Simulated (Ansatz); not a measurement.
**4 guesses for CuSn3 and where they end**

Theory: DFT PBE, scalar-relativistic, plane waves, PAW (Ansatz). All cells share a 420 eV cutoff and Γ-centred k meshes spaced at most about 0.3 Å⁻¹ (about 0.25 or finer for metals, 2π included). No spin polarisation in the final relaxations.

Each guess was relaxed in cell and atoms at zero pressure, within the symmetry of its start. Temperature and zero-point effects are left out. Coordination counts all near atoms (those within 1.25 times the shortest distance at each site; a plus sign parts nearer from farther groups; a slash parts the counts of unlike sites).

```tsv
guess	made from	start group	V start (Å³/atom)	end group	V end (Å³/atom)	coordination at the end	gap on mesh (eV)	E over the lowest end (meV/atom)
1	a Materials Project cell	P6_3/mmc	23.8	P6_3/mmc	26.1	Cu 6+2, Sn 2+6	0	0
2	random cell	Fm-3m	23.1	?	?	?	?	?
3	a Materials Project cell	I4/mmm	24.4	I4/mmm (TiAl3 (D0_22))	23.9	Cu 12, Sn 12	0	95
4	random cell	P6/mmm	26.7	P6/mmm	29.1	Cu 2+6, Sn 2/6	0	233
```

Guess 2 as it starts:

```
Cu Sn
1.0
     0.00000    3.59008    3.59008
     3.59008    0.00000    3.59008
     3.59008    3.59008    0.00000
Cu Sn
1 3
Direct
  0.00000 0.00000 0.00000
  0.50000 0.50000 0.50000
  0.25000 0.25000 0.25000
  0.75000 0.75000 0.75000
```

Problem. Predict the end of this guess and its energy over the lowest end.

Solution. It ends in the BiF3 (D0_3) type, space group Fm-3m (No. 225), with a = 7.266 Å, 24.0 Å³/atom and no gap. It lies 126 meV/atom over the lowest end, above guess 3 and below guess 4. Counting all near atoms, this end has Cu 8+6, Sn 8+6 and the lowest (guess 1) has Cu 6+2, Sn 2+6.

```cif
data_structure
_symmetry_space_group_name_H-M 'Fm-3m'
_symmetry_Int_Tables_number 225
_cell_length_a 7.2663
_cell_length_b 7.2663
_cell_length_c 7.2663
_cell_angle_alpha 90.000
_cell_angle_beta 90.000
_cell_angle_gamma 90.000
_cell_volume 383.66
loop_
_atom_site_label
_atom_site_type_symbol
_atom_site_symmetry_multiplicity
_atom_site_Wyckoff_symbol
_atom_site_fract_x
_atom_site_fract_y
_atom_site_fract_z
_atom_site_occupancy
Cu1 Cu 4 a 0.00000 0.00000 0.00000 1
Sn1 Sn 4 b 0.50000 0.00000 0.00000 1
Sn2 Sn 8 c 0.25000 0.75000 0.75000 1
```

Formation energies are uncorrected and refer to the elements' standard structures at the same level. The references include grey tin.

Problem. Is the lowest end bound against the elements?

Solution. No: its formation energy is +0.14 eV/atom. The separate elements lie lower, so it is unstable against them.

Cells relaxed within their symmetry can be saddle points. Some structure types and database cells were kept out of the candidates from the start, so a known form may be missing.
